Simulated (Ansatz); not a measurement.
Data sheet: ReC (DFT)

ReC:
Space group Fm-3m (No. 225); a = b = c = 4.347 Å, α = β = γ = 90.00°

```json
[
 {"atom": "C", "site": "4a", "symmetry": "m-3m", "x": "0.0000", "y": "0.0000", "z": "0.0000"},
 {"atom": "Re", "site": "4b", "symmetry": "m-3m", "x": "0.5000", "y": "0.5000", "z": "0.5000"}
]
```
(The calculation used a cell of 2 atoms; values per cell refer to that cell.)

Space group Fm-3m (No. 225), rock salt; conventional cell a = b = c = 4.3466 Å, α = β = γ = 90.00°.

Method: PBE in the plane-wave PAW code Ansatz. The cell and atoms are relaxed at this level. Other levels are named where they apply.

### Cell and energy

- Volume per atom: 10.27 Å³
- Density: 16.03 g/cm³
- Formation energy from the elements (no fitted shifts): 0.92 eV/atom

### Electronic structure

Electronic character: metallic (no gap)
Density of states at the Fermi level: 1.1 states/eV per atom (mean over ±0.08 eV)
Gap with spin–orbit coupling: none (metallic)

### Mechanics

Bulk modulus (Birch–Murnaghan fit): 369 GPa
Pressure derivative B′: 4.5

The start of the workflow was typed in or built on a structure type; neither database checked (COD, Materials Project) lists it. Whether it is the stable phase at ambient conditions was not checked. The PBE relaxation kept the symmetry of its start; whether a distortion lowers the energy is not shown. No spin polarisation was allowed. Its formation energy is positive at this level, so the cell may be metastable or incomplete. The references are the lowest solids computed at this level, not always the standard phases. Scalar-relativistic: spin–orbit coupling is off unless named, which matters more the heavier the elements.

Potentials: the later of the program's two PAW sets.
